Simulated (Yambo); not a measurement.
G0W0@LDA for CdSe (zinc blende, space group F-43m, No. 216) in Yambo. Reference settings: 4×4×4 Γ-centred k mesh, bands 10 to 113 and a 8 Ry block in the screening, 113 bands in G with the Bruneval-Gonze terminator, plasmon pole fitted at 27.2 eV. The LDA gap Γ → Γ on this mesh is 0.40 eV; G0W0 gaps are taken between the same points.

Gap (Γ → Γ) in eV against the number of bands and the screening block, terminator on:

```csv
bands (W and G),2 Ry,3 Ry,5 Ry,6 Ry,8 Ry
32,1.884,1.912,1.942,1.951,1.966
45,1.753,1.792,1.831,1.845,1.868
65,1.691,1.731,1.781,1.799,1.830
89,1.661,1.702,1.758,1.781,1.817
113,1.651,1.691,1.750,1.777,1.817
```

Rough cost of the Yambo step against the reference (shared machines):

```csv
bands (W and G),2 Ry,3 Ry,5 Ry,6 Ry,8 Ry
32,1/5,1/5,1/5,1/5,1/4
45,1/4,1/4,1/3,1/3,1/3
65,1/3,1/2,1/2,~1,~1
89,~1,~1,~1,~1,~1
113,~1,~1,~1,~1,1
```

At the largest block the last step in bands moves the gap by 0.000 eV; at the most bands the last step in the block moves it by 0.040 eV.

Spin-orbit splittings are left out.

The standard potential for Se keeps a d shell in the valence without the s and p states of that shell. In tests on such compounds this moved G0W0 gaps by up to about 0.9 eV, so absolute quasiparticle energies here are unreliable; differences between settings are what counts.

Geometry relaxed with LDA; primitive cell a = 4.2498 Å, b = 4.2498 Å, c = 4.2498 Å, α = 60.00°, β = 60.00°, γ = 60.00°.
